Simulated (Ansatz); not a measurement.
A geometry of Mg away from equilibrium: the start of the relaxation of a randomly generated symmetric cell of Mg (space group No. 164). The numbers are results of r2SCAN (plane waves to 500 eV, PAW, scalar-relativistic; Ansatz, a quantum-chemistry and plane-wave program), not measurements. Γ-centred k-mesh 11×11×7 on the run's cell (coarser than for final values), Fermi–Dirac smearing 0.05 eV.

```xyz
2
Lattice="3.5733 0.0000 0.0000 -1.7866 3.0946 0.0000 0.0000 0.0000 4.7254" Properties=species:S:1:pos:R:3 pbc="T T T"
Mg     0.0000     2.0630     3.2836
Mg     1.7866     1.0315     1.4418
```

**Question.** What forces act on the atoms (eV/Å)?

**Answer.** 
```
atom    Fx    Fy     Fz
----  ----  ----  -----
Mg1   0.00  0.00   1.78
Mg2   0.00  0.00  -1.78
```

**Question.** What is the pressure?

**Answer.** +0.1 GPa, compression positive.

**Question.** How much energy per atom can still be gained by relaxing?

**Answer.** 0.37 eV/atom; the path ends in P6₃/mmc (No. 194) (hcp (Mg type)).

No spin polarisation in the result.

The run could not lose the symmetry of its start.
